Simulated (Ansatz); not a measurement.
WC: computed property card

WC:
```yaml
crystal:
  lattice:
    - [0.00000, 2.16124, 2.16124]
    - [2.16124, 0.00000, 2.16124]
    - [2.16124, 2.16124, 0.00000]
  atoms:
    - { symbol: W, position: [0.00000, 0.00000, 0.00000] }
    - { symbol: C, position: [0.50000, 0.50000, 0.50000] }
```

Space group Fm-3m (No. 225), rock salt; conventional cell a = 4.3225 Å, b = 4.3225 Å, c = 4.3225 Å, α = 90.00°, β = 90.00°, γ = 90.00°.

Method: plane-wave PAW LDA (Ansatz code). Geometry: relaxed at this level of theory. Other levels are named where they apply.

### Cell and energy

```
Property                                                     Result
-----------------------------------------------------  ------------
Volume per atom                                            10.10 Å³
Density                                                 16.11 g/cm³
Formation energy from the elements (no fitted shifts)  0.20 eV/atom
```

### Electronic structure

```
Quantity                                                                    Result
------------------------------------  --------------------------------------------
Electronic character                                             metallic (no gap)
Density of states at the Fermi level  0.53 states/eV per atom (mean over ±0.08 eV)
```

### Mechanics

```
Quantity                                                                       Value
--------------------------------------------  --------------------------------------
Bulk modulus (Birch–Murnaghan fit)                                           405 GPa
Pressure derivative B′                                                           4.3
Elastic constants (relaxed ions, GPa)                C11 = 842, C12 = 187, C44 = 126
Mechanical stability                          stable (all eigenvalues of C positive)
Hill bulk and shear moduli                                           405 and 187 GPa
Young's modulus                                                              487 GPa
Poisson's ratio                                                                 0.30
Debye temperature from the elastic constants                                   525 K
```

### Phonons

```
Property                                       Result
-----------------------------  ----------------------
Highest zone-centre frequency                425 cm⁻¹
Zone-centre stability          no imaginary mode at Γ
```

The workflow started from a Materials Project entry (that database holds measured and hypothetical structures alike); the Crystallography Open Database copy checked does not list it. It is not the phase usual at ambient conditions (space group No. 187). Symmetry was held in the LDA relaxation. The run is not spin-polarised. Its formation energy is positive at this level, so the cell may be metastable or incomplete. As this level gives no gap, shear constants depend on the k-mesh and smearing (Fermi–Dirac, 0.1 eV here). As this level gives no gap, phonon frequencies hold no LO–TO term and depend on the k-mesh and smearing (Fermi–Dirac, 0.1 eV here). The references are the lowest solids computed at this level, not always the standard phases. Scalar-relativistic: spin–orbit coupling is off unless named, which matters more the heavier the elements.

Potentials: the later of the program's two PAW sets.
